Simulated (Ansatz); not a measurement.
Ansatz (a first-principles code) input:

Ansatz 0.2 input:
```yaml
crystal:
  lattice:
    - [1.437383078, 0.829873507, 4.7168372411]
    - [-1.437383078, 0.829873507, 4.7168372411]
    - [0.0, -1.659747014, 4.7168372411]
  atoms:
    - { symbol: Ge, position: [0.0, 0.0, 0.0] }
    - { symbol: Si, position: [0.5, 0.5, 0.5] }
kpoints:
  mp_grid: { grid: [17, 17, 17] }
hamiltonian:
  xc: r2scan
  pseudopotentials: { kind: paw }
scf:
  occupations: { method: gaussian, width: 0.05 }
checkpoint: { read: metal.run }
output: { bader: true, populations: true }
```

Output (shortened):

```
basis.fft_grid_basis auto: the FFT boxes are laid along the combinations [[1, 0, -1], [0, 1, -1], [0, 0, 1]] of the cell's own vectors, 2.875, 2.875 and 5.000 …
Pseudopotential: Ge, paw, valence charge 14
Pseudopotential: Si, paw, valence charge 4
Functional definition: r2SCAN
Crystal: 2 atoms, lattice volume = 33.759 Å³
Basis set: ecut = 500 eV, 845 PW (Γ), FFT grids on a1−a3, a2−a3, a3, exchange–correlation on 96×96×160 points (64 copies of the dense FFT grid, shifted against one another)
Bands: 17, of which v1, the nominal top of the filled ones, is band 9 counted from 1 (8 counted from 0)
Symmetry: 12 space group operations
Space group: R-3m (ITA 166), of the structure as read, at distance tolerance 3.2e-5 Å
k-points: 489 of 4913
Stability of the state it starts from, as read at its close in the unpolarized treatment …
iter 1 solved again at ethr=8.05e-8 eV; its pass at ethr=3.10e-3 eV (dr2=1.45e-5 eV) is discarded
SCF iter   1: F=—  HF=-4940.469659 eV  |F-HF|=—  |Δ(HF+E_count)|=         —  Δρ=3.85e-7  dr2=5.13e-11  dr2_τ=1.33e-12  ethr=8.05e-8  ⟨swp⟩=3.1  Hψ=65390  notcnv=0
preconditioner: auto → none
SCF iter   2: F=-4940.469659 eV  HF=-4940.469659 eV  |F-HF|=1.25e-10  |Δ(HF+E_count)|=   2.95e-8  Δρ=5.57e-7  dr2=5.39e-11  dr2_τ=3.21e-12  ethr=1.00e-12  ⟨swp⟩=5.3  Hψ=27771  notcnv=0
SCF 1 converged in 2 iterations: F = -4940.469659 eV  dr2 = 5.39e-11
SCF converged after 2 iterations
Free energy (F): -4940.469659 eV
Harris-Foulkes:  -4940.469659 eV  (|F-HF|=1.25e-10)
Internal energy: -4940.468889 eV  (E = F + TS)
E sigma→0 (E₀):  -4940.469274 eV
Entropy (-TS):   -0.000770 eV (-0.385 meV/atom)
Fermi energy:    10.882056 eV
--- Per-component energies (eV) ---
  E_band       = -106.570486
  E_kinetic    = 149.504695
  E_local      = -2523.523595  (includes V_loc(G=0)·N_el)
  E_nonlocal   = 441.423169
  E_hartree    = 1129.428208
  E_xc         = -120.626545
  E_vxc        = -118.644766  (∫ρ·V_xc dr)
  E_paw        = -2549.206872  (= ΣΔE_a)
  E_vpaw       = -320.517727  (= ΣTr[D̂ρ^β])
  E_aug_tail   = 0.000019  (compensation charges beyond the density's cutoff)
  E_vtau       = 6.331511  (kinetic-family band-sum trace: ∫τ·v_τ [+ j·A + Jᵃ·Aᵃ] dr)
  E_ewald      = -1466.305769
  E_core_change = -1.162199  (= ΣΔE_core)
  E_smearing   = -0.000770  (= −TS)
  E_closure    =  0.000000  (closes the sum)
  Σ components = -4940.469659   (vs F -4940.469659, Δ=0.00e0)
  [band-id]    e_kinetic+e_local+e_nonlocal+2·e_hartree+e_vxc+e_vpaw+e_augmentation_tail+e_vtau = -106.570279   (vs E_band -106.570486, Δ=2.08e-4)
--- Band table (eV; the first three rows and the last of 489) ---
  k-point 0: bands = ["-14.7427", "-14.7264", "-14.7264", "-14.6430", "-14.6430", "-3.6837", "2.7094", "4.2361", "18.8073", "18.8073", "21.1010", "21.2954", "21.2954", "22.5608", "22.5608", "22.8403", "24.7792"]
  k-point 1: bands = ["-14.7402", "-14.7270", "-14.7220", "-14.6456", "-14.6435", "-3.5935", "2.7484", "4.3730", "17.8171", "18.4950", "20.3382", "20.7417", "21.0240", "22.1519", "23.0939", "23.4206", "24.3661"]
  k-point 2: bands = ["-14.7384", "-14.7232", "-14.7094", "-14.6531", "-14.6452", "-3.3228", "2.8803", "4.7677", "15.8264", "17.8301", "18.5481", "19.7260", "20.6378", "21.3203", "23.3891", "24.2607", "24.8949"]
  k-point 488: bands = ["-14.7381", "-14.7269", "-14.7220", "-14.6455", "-14.6434", "-2.1958", "-1.4092", "11.9375", "12.3329", "17.8092", "18.4306", "19.5820", "20.1853", "23.1991", "24.0925", "24.1075", "25.5054"]
--- Löwdin populations: 2 sites ---
  site symbol       q [e]
     0     Ge     13.9714
     1     Si      3.9010
  spilling = 0.007092 (of n_electrons = 18.000000)
--- Bader charges: 2 sites ---
  site symbol  charge [e]  shift [e]
     0     Ge      0.0145     0.0000
     1     Si     -0.0145     0.0000
  shift: an alarm, by how much a part of what the PAW files miss would move the charge. Where it is large, compare
  with a run on PAW files of another source; a small one proves nothing
  estimated error of the sums over rays = 7.4e-5 e
```

Cost: very roughly 40 core-seconds on shared cores.

The start of the workflow was typed in or built on a structure type; neither database checked (COD, Materials Project) lists it. Its standing as an ambient phase is unchecked. The r²SCAN relaxation kept the symmetry of its start; its stability against distortions is not shown here. Its formation energy is positive at this level, so the cell may be metastable or incomplete. Scalar-relativistic: spin–orbit coupling is off unless named, which matters more the heavier the elements.

Potentials: the later of the program's two PAW sets.

Ansatz is a plane-wave DFT program.
